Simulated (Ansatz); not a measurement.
B2Ru:
```yaml
crystal:
  lattice:
    - [3.00598, 0.00000, 0.00000]
    - [-1.50299, 2.60326, 0.00000]
    - [0.00000, 0.00000, 3.23124]
  atoms:
    - { symbol: Ru, position: [0.00000, 0.00000, 0.00000] }
    - { symbol: B, position: [0.33333, 0.66667, 0.50000] }
    - { symbol: B, position: [0.66667, 0.33333, 0.50000] }
```

Relaxed with PBEsol. Special points in fractions of this cell's reciprocal vectors: Γ (0.000, 0.000, 0.000); M (0.500, 0.000, 0.000); K (0.333, 0.333, 0.000); A (0.000, 0.000, 0.500); L (0.500, 0.000, 0.500); H (0.333, 0.333, 0.500).

List the band energies nearest the Fermi level at these points for DFT-PBEsol with spin–orbit coupling in the program Ansatz with PAW potentials.

In eV from the Fermi level; about four levels below and three above (degenerate sets whole), none deeper than 8.9 eV; points with the same levels are listed once.

| k | below | above |
|---|---|---|
| Γ | -1.54 -1.54 -1.40 -1.40 | 1.71 1.71 1.86 1.86 |
| M | -2.06 -2.06 -0.36 -0.36 | 0.57 0.57 2.28 2.28 |
| K | -1.40 -1.40 -0.71 -0.71 | 5.81 5.81 5.89 5.89 |
| A | -1.50 -1.50 -1.50 -1.50 | 5.59 5.59 9.22 9.22 |
| L | -0.64 -0.64 -0.19 -0.19 | 2.24 2.24 2.63 2.63 |
| H | -5.19 -5.19 -0.64 -0.64 | 1.92 1.92 2.01 2.01 |

Space group P6/mmm. A made-up cell: these elements were put on the sites of a structure type; neither database checked (COD, Materials Project) lists it. COD files the formula under space group No. 59. Whether it is the stable phase at ambient conditions was not checked. The cell was relaxed with PBEsol under the symmetry of its start; whether a distortion lowers the energy is not shown. No spin polarisation was allowed.

Potentials: the earlier of the program's two PAW sets. The files were generated under PBE; for other functionals the program regenerates the frozen cores, and for LDA and PBEsol the local potential too.
